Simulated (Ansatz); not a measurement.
Total density of states per atom from LDA (plane waves, PAW; program Ansatz), in 0.25 eV bins, energy from the Fermi level:

(E (eV), states/eV/atom): (-7.85, 0.43); (-7.60, 0.98); (-7.35, 0.03); (-7.10, 0.00); (-6.85, 0.00); (-6.60, 0.00); (-6.35, 0.00); (-6.10, 0.00); (-5.85, 0.50); (-5.60, 0.97); (-5.35, 0.77); (-5.10, 0.65); (-4.85, 0.73); (-4.60, 1.02); (-4.35, 0.16); (-4.10, 0.00); (-3.85, 0.00); (-3.60, 0.00); (-3.35, 0.00); (-3.10, 0.04); (-2.85, 0.14); (-2.60, 0.26); (-2.35, 0.52); (-2.10, 0.51); (-1.85, 0.57); (-1.60, 0.55); (-1.35, 0.62); (-1.10, 0.95); (-0.85, 0.47); (-0.60, 0.13); (-0.35, 0.04); (-0.10, 0.01); (0.15, 0.02); (0.40, 0.07); (0.65, 0.19); (0.90, 0.38); (1.15, 0.64); (1.40, 0.87); (1.65, 1.19); (1.90, 0.95); (2.15, 1.08); (2.40, 1.65); (2.65, 0.91); (2.90, 0.33); (3.15, 0.68); (3.40, 0.82); (3.65, 1.11); (3.90, 1.35)

Task: Pick the material that matches.
(A) CsGeI3, cubic perovskite
(B) HfO2, fluorite
(C) Mg2ZnO3, P-3m1 (Mg on 2d, Zn on 1a, O on 2d, O on 1b)
(D) Ca3GeO, anti-perovskite

Result: D, Ca3GeO, anti-perovskite. Within 0.5 eV of the Fermi level: Ge 4p 30 %, Ca 4s 27 %, outside the projected shells 41 %. Projections are on Löwdin-orthogonalised atomic valence shells; empty p or d shells of many metals are not among them.

Space group Pm-3m (anti-perovskite). The workflow started from a Materials Project entry (that database holds measured and hypothetical structures alike); the Crystallography Open Database files this formula in space group No. 221, but the cells were not matched. Whether it is the stable phase at ambient conditions was not checked. Symmetry was held in the LDA relaxation; of distortions, only those at the zone centre were tested. Scalar-relativistic: spin–orbit coupling is off unless named, which matters more the heavier the elements.

Potentials: the later of the program's two PAW sets.
